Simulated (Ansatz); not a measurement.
Values for one crystal, relaxed and computed with plane-wave PAW r²SCAN (Ansatz code); other levels are named.

| Quantity | Result |
|---|---|
| Volume per atom | 19.56 Å³ |
| Electronic character | metallic (no gap) |
| Formation energy from the elements (no fitted shifts) | -0.13 eV/atom |
| Density of states at the Fermi level | 0.49 states/eV per atom (mean over ±0.08 eV) |

**Question.** Which of these materials gives this?
A. La2CuSi3, P-6m2 (Pearson symbol hP6)
B. WSe2, anatase
C. TiSeS, P3m1 (Ti on 1b, Se on 1c, S on 1a)
D. CuSe2, Pnnm (Cu on 2a, Se on 4g)

**Answer.** D, CuSe2, Pnnm (Cu on 2a, Se on 4g)

The workflow started from an entry of the Crystallography Open Database (COD). Whether it is the stable phase at ambient conditions was not checked. The r²SCAN relaxation kept the symmetry of its start; whether a distortion lowers the energy is not shown. No spin polarisation was allowed. The references are the lowest solids computed at this level, not always the standard phases. Spin–orbit coupling is left out wherever it is not named.

Potentials: the later of the program's two PAW sets.
